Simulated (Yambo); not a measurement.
Yambo run on Ba$_{2}$MoCdO$_{6}$ (space group Fm-3m, No. 225). The wavefunctions are LDA (pw.x of Quantum ESPRESSO, ONCV potentials, no spin-orbit coupling) ones on a 2×2×2 mesh (45 occupied bands); a = b = c = 5.993 Å, α = β = γ = 60.00°.

Yambo input:

```
rim_cut
HF_and_locXC
RandQpts= 1000000
RandGvec= 1 Ry
EXXRLvcs= 102 Ry
VXCRLvcs= 408 Ry
% QPkrange
 1 | 1 | 45 | 46 |
 2 | 2 | 45 | 46 |
 3 | 3 | 45 | 46 |
%
```

k points by index: 1 = Γ, 2 = L, 3 = X.

Table of the .hf output:

```
#    K-point    Band    Eo [eV]    Ehf [eV]    Vxc [eV]    Vnlxc [eV]
#
    1    45    -0.035160    -5.145369    -19.46482    -24.57503
    1    46    2.641336    7.626531    -18.73310    -13.74791
    2    45    0.000000    -4.945127    -21.36300    -26.30813
    2    46    2.485537    7.785301    -18.23125    -12.93148
    3    45    -0.079243    -5.160471    -19.34155    -24.42278
    3    46    2.244542    7.581487    -17.64828    -12.31133
```
Exchange alone, without screening.

Geometry of the Materials Project entry, not relaxed at this level.

The structure is a Materials Project entry; no match was found in the copy of COD used, and its stability was not checked.
